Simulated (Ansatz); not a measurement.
SiC3 in space group P-4m2 (No. 115; C on 1a, C on 2g, Si on 1c) under volume change, plane-wave PAW PBEsol (Ansatz code), shape and atoms relaxed at each volume.

| V (Å³/atom) | E − E(relaxed) (meV/atom) | P (GPa) |
|---|---|---|
| 7.221 | 67.2 | 32.53 |
| 7.459 | ___ | ___ |
| 7.697 | 6.7 | 9.29 |
| 7.935 | 0.0 | -0.01 |
| 8.173 | 6.1 | -8.04 |
| 8.411 | ___ | ___ |
| 8.649 | 50.2 | -20.96 |

Some entries are withheld; supply them.


- 7.459, E − E(relaxed) (meV/atom): 28.3
- 7.459, P (GPa): 20.06
- 8.411, E − E(relaxed) (meV/atom): 23.4
- 8.411, P (GPa): -14.98

What does a third-order Birch–Murnaghan fit give for V₀, B₀ and B′?

V₀ = 7.94 Å³/atom, B₀ = 287 GPa, B′ = 3.9.

The start of the workflow was typed in or built on a structure type; neither database checked (COD, Materials Project) lists it. Its standing as an ambient phase is unchecked. Symmetry was held in the PBEsol relaxation; its stability against distortions is not shown here. Its formation energy is positive at this level, so the cell may be metastable or incomplete.

Potentials: the earlier of the program's two PAW sets. The files were generated under PBE; for other functionals the program regenerates the frozen cores, and for LDA and PBEsol the local potential too.
